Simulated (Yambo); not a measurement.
CaCd3O4 (space group Cmmm, No. 65), G0W0@PBEsol in Yambo with this input:

```
rim_cut
gw0
dyson
el_el_corr
HF_and_locXC
ppa
em1d
RandQpts= 1000000
RandGvec= 1 Ry
EXXRLvcs= 102 Ry
VXCRLvcs= 408 Ry
Chimod= "HARTREE"
% BndsRnXp
 13 | 181 |
%
NGsBlkXp= 7 Ry
% LongDrXp
 1.0 | 1.0 | 1.0 |
%
PPAPntXp= 27.2114 eV
% GbndRnge
 1 | 181 |
%
GTermKind= "BG"
DysSolver= "n"
ExtendOut
```

On a 2×2×4 mesh, with wavefunctions cut at 102 Ry, the gap (Γ → Γ) is 1.043 eV and the valence edge shifts by -0.354 eV.

**Question.** What happens with this change: 87 bands in G?

**Answer.** The gap rises by 0.037 eV, to 1.080 eV; the shift of the valence edge becomes -0.341 eV. Neither run is shown to be the converged limit.

Spin-orbit coupling is not included.

Geometry of the Materials Project entry, not relaxed at this level; primitive cell a = 5.790 Å, b = 5.790 Å, c = 3.370 Å, α = 90.00°, β = 90.00°, γ = 109.69°.

The structure is a Materials Project entry; no match was found in the copy of COD used, and its stability was not checked.

A shift is the quasiparticle energy of the state minus its PBEsol energy.
